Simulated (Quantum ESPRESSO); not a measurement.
## CaZnMg2O4 (input and log of a self-consistent run)

A calculation, not a measurement. The program is pw.x of Quantum ESPRESSO 7.5 (plane-wave density functional theory). The cell is made up: 8 atoms on a rocksalt lattice, with randomly drawn elements, strain and displacements, not relaxed. PseudoDojo standard norm-conserving files (v0.5 for PBE, v0.4.1 for LDA and PBEsol) set the functional; there is no spin polarisation, spin-orbit coupling or dispersion term, and the masses in the input are unused placeholders.

Input:

```
&control calculation='scf', pseudo_dir='./dojo.nc.sr.pbe.v0_5.standard.upf', outdir='./o', disk_io='low', tprnfor=.true., tstress=.true. /
&system ibrav=0, nat=8, ntyp=4, nbnd=43, ecutwfc=84.00895049, nosym=.true., tot_charge=0,
 occupations='smearing', smearing='fd', degauss=0.0018374661
/
&electrons conv_thr=7.350e-09, electron_maxstep=60, /
ATOMIC_SPECIES
Ca 1.0 Ca.upf
Mg 1.0 Mg.upf
O 1.0 O.upf
Zn 1.0 Zn.upf
CELL_PARAMETERS angstrom
4.5334 0.0 0.0
0.0 4.5334 0.0
0.0 0.0 4.5334
ATOMIC_POSITIONS angstrom
Ca -0.0108 0.0087 -0.0349
Zn 0.0796 2.3518 2.1993
Mg 2.2456 0.0021 2.3144
Mg 2.2739 2.2633 -0.0935
O 2.2474 0.0057 0.0411
O 2.2596 2.229 2.2695
O 4.4831 0.0084 2.307
O 4.4268 2.2759 -0.031
K_POINTS automatic
4 4 4 1 1 1
```

The log is shortened where brackets say so; the opening notice, blank lines, dates and the lines on written files are dropped, and the path of the files is cut. It prints rydbergs, bohrs and kilobars, and counts compression as positive stress.

```
     Program PWSCF v.7.5
     Parallel version (MPI & OpenMP), running on       4 processor cores
     Number of MPI processes:                 4
     Threads/MPI process:                     1
     [start-up lines left out]
     bravais-lattice index     =            0
     lattice parameter (alat)  =       8.5669  a.u.
     unit-cell volume          =     628.7366 (a.u.)^3
     number of atoms/cell      =            8
     number of atomic types    =            4
     number of electrons       =        74.00
     number of Kohn-Sham states=           43
     kinetic-energy cutoff     =      84.0090  Ry
     charge density cutoff     =     336.0358  Ry
     scf convergence threshold =      7.3E-09
     mixing beta               =       0.7000
     number of iterations used =            8  plain     mixing
     Exchange-correlation= PBE
                           (   1   4   3   4   0   0   0)
     [axes and pseudopotential details left out]
   Cartesian axes
     site n.     atom                  positions (alat units)
         1        Ca     tau(   1) = (  -0.0023823   0.0019191  -0.0076984  )
         2        Zn     tau(   2) = (   0.0175586   0.5187718   0.4851326  )
         3        Mg     tau(   3) = (   0.4953457   0.0004632   0.5105219  )
         4        Mg     tau(   4) = (   0.5015882   0.4992500  -0.0206247  )
         5        O      tau(   5) = (   0.4957427   0.0012573   0.0090660  )
         6        O      tau(   6) = (   0.4984338   0.4916839   0.5006176  )
         7        O      tau(   7) = (   0.9889046   0.0018529   0.5088896  )
         8        O      tau(   8) = (   0.9764856   0.5020294  -0.0068381  )
     number of k points=    32  Fermi-Dirac smearing, width (Ry)=  0.0018
                       cart. coord. in units 2pi/alat
        k(    1) = (   0.1250000   0.1250000   0.1250000), wk =   0.0625000
        k(    2) = (   0.1250000   0.1250000   0.3750000), wk =   0.0625000
     [further k points left out]
     Dense  grid:    65117 G-vectors     FFT dimensions: (  50,  50,  50)
     Estimated max dynamical RAM per process >     130.62 MB
     Estimated total dynamical RAM >     474.77 MB
     Initial potential from superposition of free atoms
     starting charge      73.9933, renormalised to      74.0000
     Starting wfcs are   41 randomized atomic wfcs +    2 random wfcs
     total cpu time spent up to now is        1.1 secs
     per-process dynamical memory:    92.1 Mb
     Self-consistent Calculation
     iteration #  1     ecut=    84.01 Ry     beta= 0.70
     Davidson diagonalization with overlap
     ethr =  1.00E-02,  avg # of iterations =  6.3
     total cpu time spent up to now is        2.9 secs
     total energy              =    -865.13345926 Ry
     estimated scf accuracy    <       1.97075690 Ry
     iteration #  2     ecut=    84.01 Ry     beta= 0.70
     Davidson diagonalization with overlap
     ethr =  2.66E-03,  avg # of iterations =  3.9
     total cpu time spent up to now is        4.6 secs
     total energy              =    -865.48455884 Ry
     estimated scf accuracy    <       3.11943385 Ry
     iteration #  3     ecut=    84.01 Ry     beta= 0.70
     Davidson diagonalization with overlap
     ethr =  2.66E-03,  avg # of iterations =  3.1
     total cpu time spent up to now is        6.2 secs
     total energy              =    -866.06782354 Ry
     estimated scf accuracy    <       0.02844015 Ry
     iteration #  4     ecut=    84.01 Ry     beta= 0.70
     Davidson diagonalization with overlap
     ethr =  3.84E-05,  avg # of iterations =  5.6
     total cpu time spent up to now is        8.3 secs
     total energy              =    -866.08149204 Ry
     estimated scf accuracy    <       0.03966434 Ry
     iteration #  5     ecut=    84.01 Ry     beta= 0.70
     Davidson diagonalization with overlap
     ethr =  3.84E-05,  avg # of iterations =  2.1
     total cpu time spent up to now is        9.7 secs
     total energy              =    -866.08676953 Ry
     estimated scf accuracy    <       0.00317128 Ry
     [iterations 6 to 7 left out]
     iteration #  8     ecut=    84.01 Ry     beta= 0.70
     Davidson diagonalization with overlap
     ethr =  6.64E-08,  avg # of iterations =  2.0
     total cpu time spent up to now is       14.5 secs
     total energy              =    -866.08741113 Ry
     estimated scf accuracy    <       0.00001126 Ry
     iteration #  9     ecut=    84.01 Ry     beta= 0.70
     Davidson diagonalization with overlap
     ethr =  1.52E-08,  avg # of iterations =  2.2
     total cpu time spent up to now is       15.9 secs
     total energy              =    -866.08741275 Ry
     estimated scf accuracy    <       0.00000047 Ry
     iteration # 10     ecut=    84.01 Ry     beta= 0.70
     Davidson diagonalization with overlap
     ethr =  6.32E-10,  avg # of iterations =  4.7
     total cpu time spent up to now is       17.7 secs
     total energy              =    -866.08741297 Ry
     estimated scf accuracy    <       0.00000024 Ry
     iteration # 11     ecut=    84.01 Ry     beta= 0.70
     Davidson diagonalization with overlap
     ethr =  3.28E-10,  avg # of iterations =  2.0
     total cpu time spent up to now is       19.1 secs
     total energy              =    -866.08741298 Ry
     estimated scf accuracy    <       0.00000007 Ry
     iteration # 12     ecut=    84.01 Ry     beta= 0.70
     Davidson diagonalization with overlap
     ethr =  9.26E-11,  avg # of iterations =  2.8
     total cpu time spent up to now is       20.5 secs
     End of self-consistent calculation
     [lines on levels left out]
!    total energy              =    -866.08741299 Ry
     estimated scf accuracy    <          2.2E-09 Ry
     smearing contrib. (-TS)   =      -0.00000000 Ry
     internal energy E=F+TS    =    -866.08741299 Ry
     The total energy is F=E-TS. E is the sum of the following terms:
     one-electron contribution =    -514.83306171 Ry
     hartree contribution      =     281.31204438 Ry
     xc contribution           =    -125.27267919 Ry
     ewald contribution        =    -507.29371647 Ry
     convergence has been achieved in  12 iterations
     Forces acting on atoms (cartesian axes, Ry/au):
     atom    1 type  1   force =    -0.00679466    0.00497847    0.03013804
     atom    2 type  4   force =    -0.01097777   -0.00730612    0.00031289
     atom    3 type  2   force =     0.00875723    0.00565980   -0.01728326
     atom    4 type  2   force =     0.00585348   -0.00119954    0.01581904
     atom    5 type  3   force =    -0.00545138   -0.00368358   -0.01230515
     atom    6 type  3   force =    -0.01582905    0.00963809    0.00412764
     atom    7 type  3   force =     0.00895348   -0.00960585   -0.02703830
     atom    8 type  3   force =     0.01548866    0.00151873    0.00622911
     Total force =     0.059886     Total SCF correction =     0.000018
     Computing stress (Cartesian axis) and pressure
          total   stress  (Ry/bohr**3)                   (kbar)     P=      -59.97
  -0.00038702   0.00000648   0.00000235          -56.93        0.95        0.35
   0.00000648  -0.00043257  -0.00000472            0.95      -63.63       -0.69
   0.00000235  -0.00000472  -0.00040339            0.35       -0.69      -59.34
     init_run     :      0.99s CPU      1.03s WALL (       1 calls)
     electrons    :     19.40s CPU     19.48s WALL (       1 calls)
     forces       :      0.28s CPU      0.28s WALL (       1 calls)
     stress       :      0.89s CPU      0.89s WALL (       1 calls)
     [timing details left out]
     PWSCF        :     21.61s CPU     21.74s WALL
     JOB DONE.
```

In other units: free energy -11783.720 eV for the cell, pressure -6.00 GPa, largest force component 0.775 eV/Å. A rerun of a related cell, with the same atoms placed differently, at 1437 eV and a 6 x 6 x 6 mesh moved values by no more than 0.002 eV in energy, 0.04 GPa in stress and 0.005 eV/Å in force.